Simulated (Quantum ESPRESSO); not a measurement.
Pd3Ta2Mg2Mo, one composition in several site orders

Computed values, not a measurement. The program is pw.x of Quantum ESPRESSO 7.5 (plane-wave density functional theory). The cell is made up: eight metal atoms on a face-centred cubic lattice, with elements, volume, strain and displacements drawn at random and not relaxed, so it may be unstable or far from any real phase. PseudoDojo standard norm-conserving files set the functional (PBE unless stated); there is no spin polarisation or spin-orbit coupling, the Fermi-Dirac width of 0.25 eV means electrons at about 2900 K, and the masses in the input are unused placeholders. Heavy elements are run without spin-orbit coupling, which real alloys of them have. A spin test at this wide smearing found no moment, but such smearing suppresses magnetism that the real alloy may have.

The runs put one composition on the sites in different orders. Cell, positions, cutoff, mesh and smearing stay as in the input of run 1; sites are counted in its order. Stress in the tables is positive in tension.

Input of run 1:

```
&control calculation='scf', pseudo_dir='./dojo.nc.sr.pbe.v0_5.standard.upf', outdir='./o', disk_io='minimal', tprnfor=.true., tstress=.true. /
&system ibrav=0, nat=8, ntyp=4, nbnd=73, ecutwfc=84.00895049, nosym=.true., tot_charge=0,
 occupations='smearing', smearing='fd', degauss=0.0183746611
/
&electrons conv_thr=1.470e-08, electron_maxstep=70, mixing_beta=0.5 /
ATOMIC_SPECIES
Mg 1.0 Mg.upf
Mo 1.0 Mo.upf
Pd 1.0 Pd.upf
Ta 1.0 Ta.upf
CELL_PARAMETERS angstrom
0.0202 2.1284 2.0871
0.0574 4.2151 -4.1323
-8.2294 -2.2054 2.0832
ATOMIC_POSITIONS angstrom
Pd 0.0067 0.0142 0.0212
Ta -4.0091 -0.0253 -0.0224
Ta 0.0176 2.1262 -2.0023
Mg -4.0448 2.0776 -2.1064
Mo -6.1901 -0.1373 2.1046
Pd -2.0274 2.1791 0.0018
Mg -6.1019 2.0699 -0.003
Pd -2.0097 4.1717 -2.0224
K_POINTS automatic
8 4 3 1 1 1
```

```
run  elements on sites 1 to 8  free energy less that of run 1 (eV)  -TS (eV)  pressure (GPa)  stress xx (GPa)  stress yy (GPa)  stress zz (GPa)  stress yz (GPa)  stress xz (GPa)  stress xy (GPa)  iterations
  1   Pd Ta Ta Mg Mo Pd Mg Pd                                0.000    -1.407           -8.85             8.97             8.80             8.77             3.03             0.07             1.25          19
  2   Mg Ta Mo Pd Pd Pd Ta Mg                               -0.018    -1.447           -8.73             7.82             9.48             8.89             1.34            -3.48             4.49          20
  3   Pd Ta Ta Mg Pd Mo Mg Pd                               -0.140    -1.485           -8.58             9.46             7.95             8.33             1.60            -1.24             1.28          18
  4   Pd Pd Ta Mg Mo Pd Ta Mg                               -0.516    -1.441           -8.52             5.67             9.83            10.06            -1.22             0.97             0.79          19
  5   Mo Pd Mg Pd Pd Ta Ta Mg                               -0.092    -1.418           -8.48             9.14             8.45             7.86             2.13             3.36            -1.84          18
  6   Mg Pd Mg Pd Pd Ta Ta Mo                                0.554    -1.438           -8.78             5.30            11.03            10.00            -0.26            -0.23             1.58          19
```

Forces Fx Fy Fz (eV/Å):

```
site             run 1             run 2              run 3             run 4             run 5             run 6
   1   0.31 -0.19 0.13  -0.51 0.41 -0.56  -0.50 -0.06 -0.01   0.13 -0.18 0.08   0.50 0.28 -0.40   0.00 0.02 -0.15
   2   0.25 -0.66 0.90  -1.59 0.44 -0.32    0.72 -0.14 0.05  -0.80 -0.14 0.21  -0.37 0.27 -0.22  -0.25 0.16 -0.09
   3  -0.41 -0.41 0.42   1.48 0.07 -0.32   -0.91 -0.54 0.57   0.83 -0.89 0.84  1.00 -0.21 -0.03  0.71 -0.05 -0.22
   4   1.03 0.06 -0.04   -0.37 0.04 0.05    0.12 0.40 -0.29   0.31 -0.27 0.33   0.01 -0.30 0.41  -0.04 -0.14 0.29
   5  -0.59 1.25 -1.39  -0.01 0.29 -0.16    0.33 0.76 -0.62  -0.19 0.66 -0.69  -0.19 0.28 -0.14  -0.10 0.17 -0.05
   6   0.01 -0.33 0.18   0.11 -0.41 0.28    0.90 -0.99 0.80   0.29 0.30 -0.42  -1.04 -1.40 1.41  -1.95 -0.26 0.14
   7  -0.70 -0.02 0.05   0.80 -0.42 0.51   -0.68 0.31 -0.26  -0.62 -0.52 0.66   0.78 0.45 -0.47   1.89 -0.12 0.20
   8   0.11 0.29 -0.26   0.08 -0.42 0.53    0.02 0.27 -0.25   0.05 1.04 -1.00  -0.69 0.63 -0.56  -0.26 0.20 -0.12
```

The sites are displaced and not relaxed, so the energy differences hold strain from misfit and are not ordering energies. A rerun of one cell of this series at a higher cutoff and on a denser mesh moved values by no more than 0.004 eV in energy, 0.08 GPa in stress and 0.016 eV/Å in force, and a second program with other atomic files agreed on that cell to 2 % rms in force and 0.5 GPa in pressure.